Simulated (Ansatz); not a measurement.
Relax this structure to zero stress and force, keeping its symmetry:

```xyz
8
Lattice="-2.0648 2.0648 4.3590 2.0648 -2.0648 4.3590 2.0648 2.0648 -4.3590" Properties=species:S:1:pos:R:3 pbc="T T T"
Li    0.0000    0.0000    4.3590
Li    2.0648    0.0000    2.1795
Li    0.0000    2.0648    2.1795
Ta    0.0000    0.0000    0.0000
O     2.0648    0.0000    0.0000
O     0.0000    0.0000    6.7813
O     0.0000    2.0648    0.0000
O     0.0000    0.0000    1.9366
```

All numbers below come from DFT PBEsol, scalar-relativistic, plane waves, PAW in Ansatz 0.2.0.

Cutoff 420 eV; k points 10×10×10 on the computed 8-atom cell (Γ-centred); Gaussian smearing, width 0.02 eV; no spin polarisation.

What does it relax to?

The volume decreases by 0.42 Å³/atom to 8.87 Å³/atom, and the energy falls by 7.0 meV/atom. Final structure:
```
Li Ta O
1.0
    -2.04226    2.04226    4.25296
     2.04226   -2.04226    4.25296
     2.04226    2.04226   -4.25296
Li Ta O
3 1 4
Direct
  0.50000 0.50000 0.00000
  0.25000 0.75000 0.50000
  0.75000 0.25000 0.50000
  0.00000 0.00000 0.00000
  0.00000 0.50000 0.50000
  0.77426 0.77426 0.00000
  0.50000 0.00000 0.50000
  0.22574 0.22574 0.00000
```

Spin–orbit coupling is left out, which can shift energies with elements as heavy as these.